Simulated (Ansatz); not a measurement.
La(BC)2 (space group P4/mbm)

```xyz
10
Lattice="5.3788 0.0000 0.0000 0.0000 5.3788 0.0000 0.0000 0.0000 3.9151" Properties=species:S:1:pos:R:3 pbc="T T T"
La     2.6894     2.6894     0.0000
La     0.0000     0.0000     0.0000
B      3.4278     0.7384     1.9576
B      1.9510     4.6404     1.9576
B      4.6404     3.4278     1.9576
B      0.7384     1.9510     1.9576
C      3.5578     4.5104     1.9576
C      1.8210     0.8684     1.9576
C      0.8684     3.5578     1.9576
C      4.5104     1.8210     1.9576
```

The slice is a (-1 1 0) plane (indices of the conventional cell) through the point (0.839, 0.339, 0.500) (fractional), spanned by u = [001] and v = [110] in vectors of this cell: u (3.92 Å) and v (7.61 Å, at 90° to u). It covers one period; positions are fractions (u, v).

Level of theory: PBEsol (plane waves to 420 eV, PAW, scalar-relativistic; Ansatz, a quantum-chemistry and plane-wave program). k mesh 9×9×12. These are valence fields of a PAW run, semicore shells included where kept as valence: close to a nucleus they are smooth pseudo fields. La(BC)2 is run without spin polarisation. La(BC)2 was relaxed with its symmetry unable to fall.

Q: The ELF has a maximum in the middle third of the B–C line. Where, and how high?

A: 0.91, 0.8 Å from B.

Q: What is the valence density on the shortest B–C line in this plane (1.53 Å), at its midpoint?

A: 1.39 e/Å³.

Q: Sketch the electron localisation function (ELF) on this plane as a map.

A: 
```
v \ u  0.00  0.14  0.29  0.43  0.57  0.71  0.86
-----  ----  ----  ----  ----  ----  ----  ----
0.86   0.64  0.72  0.53  0.13  0.13  0.53  0.72
0.71   0.37  0.36  0.20  0.07  0.07  0.20  0.36
0.57   0.12  0.37  0.32  0.11  0.11  0.32  0.37
0.43   0.91  0.85  0.55  0.12  0.12  0.55  0.85
0.29      x  0.65  0.48  0.09  0.09  0.48  0.65
0.14   0.33  0.26  0.13  0.05  0.05  0.13  0.26
0.00      x  0.62  0.55  0.10  0.10  0.55  0.62
```

Values: electron localisation function (ELF). Points within 0.3 Å of a nucleus are blanked (x), as the pseudised field means little there.
